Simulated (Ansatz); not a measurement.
Equation of state of BiTe

```cif
data_structure
_symmetry_space_group_name_H-M 'Fm-3m'
_symmetry_Int_Tables_number 225
_cell_length_a 6.4700
_cell_length_b 6.4700
_cell_length_c 6.4700
_cell_angle_alpha 90.000
_cell_angle_beta 90.000
_cell_angle_gamma 90.000
_cell_volume 270.84
loop_
_atom_site_label
_atom_site_type_symbol
_atom_site_symmetry_multiplicity
_atom_site_Wyckoff_symbol
_atom_site_fract_x
_atom_site_fract_y
_atom_site_fract_z
_atom_site_occupancy
Bi1 Bi 4 a 0.00000 0.00000 0.00000 1
Te1 Te 4 b 0.50000 0.00000 0.00000 1
```

The runs use the primitive cell with vectors (0.000, 3.235, 3.235), (3.235, 0.000, 3.235), (3.235, 3.235, 0.000) Å, to which the k mesh refers.

Symmetry: Fm-3m, No. 225, cubic system. The conventional cell has a = 6.470 Å, b = 6.470 Å, c = 6.470 Å, α = 90.00°, β = 90.00°, γ = 90.00°. Bi (site symmetry m-3m) is surrounded by 6 Te at 3.23 Å. Te (site symmetry m-3m) is surrounded by 6 Bi at 3.23 Å.

The cell is COD entry 9008604, as deposited and not checked against the literature; nothing was relaxed.

No spin–orbit coupling, which matters for the heavy atoms here.

All numbers are computed: DFT, PBE, all-electron LAPW, scalar-relativistic (Ansatz 0.2.0); DFT, PBE, PAW with Ansatz's default frozen-core files, scalar-relativistic (Ansatz 0.2.0).

For LAPW: a Γ-centred 10×10×10 k mesh, Fermi–Dirac smearing of 0.08 eV, basis error target 0.5 meV/atom, no spin polarisation. PAW takes a cutoff of 420 eV at this cell. The Ansatz runs share mesh, smearing and spin set-up. Plane-wave (PAW) pressures include the program's estimate of the Pulay term.

The cell above is scaled evenly, with fractional coordinates and shape held.

```json
{"V/V(cell)": "0.9600", "V (Å³/atom)": "32.501", "P, LAPW (GPa)": "3.07", "P, PAW (GPa)": "3.05", "free energy over the lowest listed, PAW (meV/atom)": "17.2"}
{"V/V(cell)": "0.9800", "V (Å³/atom)": "33.178", "P, LAPW (GPa)": "1.87", "P, PAW (GPa)": "1.86", "free energy over the lowest listed, PAW (meV/atom)": "6.9"}
{"V/V(cell)": "1.0000", "V (Å³/atom)": "33.855", "P, LAPW (GPa)": "0.81", "P, PAW (GPa)": "0.79", "free energy over the lowest listed, PAW (meV/atom)": "1.3"}
{"V/V(cell)": "1.0200", "V (Å³/atom)": "34.532", "P, LAPW (GPa)": "-0.15", "P, PAW (GPa)": "-0.16", "free energy over the lowest listed, PAW (meV/atom)": "0.0"}
{"V/V(cell)": "1.0400", "V (Å³/atom)": "35.209", "P, LAPW (GPa)": "?", "P, PAW (GPa)": "?", "free energy over the lowest listed, PAW (meV/atom)": "?"}
```

(1) Fill in the row V/V(cell) = 1.0400.

(2) What do Birch–Murnaghan fits to the pressures give?

Answers

(1) P, LAPW (GPa) = -1.01, P, PAW (GPa) = -1.02, free energy over the lowest listed, PAW (meV/atom) = 2.5.

(2) LAPW: V0 = 34.42 Å³/atom, B0 = 47 GPa, B0′ = 4.6; PAW: V0 = 34.41 Å³/atom, B0 = 47 GPa, B0′ = 4.6.
